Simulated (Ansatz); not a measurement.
# Mg4CdS3: rattling a relaxed structure

It was reached by relaxing an invented guess, and it needn't be the stable form of this composition.

The calculation used DFT PBE, scalar-relativistic, plane waves, PAW in Ansatz. Settings: cutoff 420 eV, Γ-centred mesh 12×12×4 on the computed 8-atom cell, Gaussian smearing of 0.10 eV; no spin polarisation.

The cell below (8 atoms, space group P-3m1 (No. 164)) is relaxed within its symmetry.

```
Mg Cd S
1.0
     3.62919    0.00000    0.00000
    -1.81460    3.14297    0.00000
     0.00000    0.00000   13.91122
Mg Cd S
4 1 3
Direct
  0.33333 0.66667 0.60912
  0.66667 0.33333 0.39088
  0.66667 0.33333 0.16653
  0.33333 0.66667 0.83347
  0.00000 0.00000 0.00000
  0.66667 0.33333 0.72131
  0.33333 0.66667 0.27869
  0.00000 0.00000 0.50000
```

For the test it was strained at random (σ = 1.5 % a component), the atoms were moved at random (σ = 0.10 Å), and all was relaxed again on a coarse 6×6×2 mesh (in the run’s order of axes) with 0.20 eV smearing, with no symmetry imposed.

Question: What happens?

Answer: It returns, within 1 meV/atom of the unmoved cell on that mesh and with the same symmetry when read at 0.1 Å. No instability shows in this cell; modes of other wave vectors, which need another repeat, aren't tested.
